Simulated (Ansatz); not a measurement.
W$_{2}$N:
```xyz
3
Lattice="2.9574 0.0000 0.0000 0.0000 2.9574 0.0000 0.0000 0.0000 4.1504" Properties=species:S:1:pos:R:3 pbc="T T T"
W      0.0000     0.0000     0.0000
W      1.4787     1.4787     2.0752
N      1.4787     1.4787     0.0000
```

Relaxed with PBEsol. Special points in fractions of this cell's reciprocal vectors: Γ (0.000, 0.000, 0.000); X (0.000, 0.500, 0.000); M (0.500, 0.500, 0.000); Z (0.000, 0.000, 0.500); R (0.000, 0.500, 0.500); A (0.500, 0.500, 0.500).

### Question
List the band energies nearest the Fermi level at these points for DFT-PBEsol with spin–orbit coupling in the program Ansatz with PAW potentials.

### Answer
In eV from the Fermi level; about four levels below and three above (degenerate sets whole), none deeper than 8.9 eV; points with the same levels are listed once.

```csv
k,below,above
Γ,-1.59 -1.59 -0.02 -0.02,0.53 0.53 3.11 3.11
X,-3.25 -3.25 -3.21 -3.21,0.15 0.15 0.60 0.60
M,-5.49 -5.49 -4.70 -4.70,2.12 2.12 2.92 2.92
Z,-0.21 -0.21 -0.05 -0.05,0.45 0.45 2.16 2.16
R,-1.61 -1.61 -0.61 -0.61,1.56 1.56 2.33 2.33
A,-3.59 -3.59 -3.42 -3.42,0.28 0.28 0.43 0.43
```

Space group P4/mmm. A made-up cell: these elements were put on the sites of a structure type; neither database checked (COD, Materials Project) lists it. Whether it is the stable phase at ambient conditions was not checked. Symmetry was held in the PBEsol relaxation; of distortions, only those at the zone centre were tested. The run is not spin-polarised. With an odd number of electrons in the cell and no spin polarisation, the count alone makes it a metal.

Potentials: the later of the program's two PAW sets.
